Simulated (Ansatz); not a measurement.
BN:
```
CELL_PARAMETERS angstrom
      2.55861     0.00000     0.00000
     -1.27930     2.21582     0.00000
      0.00000     0.00000     8.40933
ATOMIC_POSITIONS crystal
  B  0.00000 0.00000 0.99978
  B  0.00000 0.00000 0.49978
  B  0.66667 0.33333 0.75047
  B  0.33333 0.66667 0.25047
  N  0.00000 0.00000 0.81315
  N  0.00000 0.00000 0.31315
  N  0.66667 0.33333 0.56223
  N  0.33333 0.66667 0.06223
```

x, y and z are the axes in which the lattice vectors are written.

Give the proper piezoelectric stress tensor with relaxed ions from PBE in the plane-wave PAW code Ansatz.

In C/m², rows x, y, z, Voigt columns; mesh uncertainty up to 0.00.
```
 0.00   0.00   0.00   0.00  -0.44   0.00
 0.00   0.00   0.00  -0.44   0.00   0.00
-0.45  -0.45   1.06   0.00   0.00   0.00
```

The elastic tensor of the same run (GPa):

```
 913   131  67.0   0.0   0.0   0.0
 131   913  67.0   0.0   0.0   0.0
67.0  67.0   984   0.0   0.0   0.0
 0.0   0.0   0.0   340   0.0   0.0
 0.0   0.0   0.0   0.0   340   0.0
 0.0   0.0   0.0   0.0   0.0   391
```

Convert to strain constants d = e·S.

In pC/N:
```
 0.0   0.0   0.0   0.0  -1.3   0.0
 0.0   0.0   0.0  -1.3   0.0   0.0
-0.5  -0.5   1.1   0.0   0.0   0.0
```

Space group P6_3mc. The cell is a constructed one: a structure type filled with these elements. Its sites differ from those of the usual phase in this space group: another stacking or structure type. The cell was relaxed with PBE under the symmetry of its start; phonons on a q-mesh show no instability.

Potentials: the later of the program's two PAW sets.
